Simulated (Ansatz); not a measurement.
Space group P6_3/mmc (No. 194). a = 4.157 Å, b = 4.157 Å, c = 5.618 Å, α = 90.00°, β = 90.00°, γ = 120.00°
```tsv
atom	site	symmetry	x	y	z
Te	2c	-6m2	0.3333	0.6667	0.2500
Pd	2a	-3m.	0.0000	0.0000	0.0000
```

Equation of state of this TePd structure (not necessarily the ground state), with shape and atoms relaxed at each volume where symmetry leaves them free. It has no gap at any of these volumes. Method: Ansatz, DFT PBEsol, scalar-relativistic, plane waves, PAW.

Plane waves to 420 eV, a k mesh through Γ of 12×12×8 on the computed 4-atom cell and Gaussian smearing (0.10 eV); no spin polarisation.

```tsv
V (Å³/atom)	E − E(largest V) (meV/atom)	P (GPa)
18.496	80.07	20.59
19.127	12.51	13.96
19.757	-31.24	8.45
20.388	-55.15	3.85
21.018	-62.54	0.02
21.649	-56.16	-3.17
22.280	-38.31	-5.82
23.120	0.00	-8.66
```

**Question.** Fit a third-order Birch–Murnaghan equation to E(V).

**Answer.** V0 = 21.02 Å³/atom, B0 = 116 GPa, B0' = 5.1.

Spin-orbit coupling is left out, which matters for the bands of heavy elements.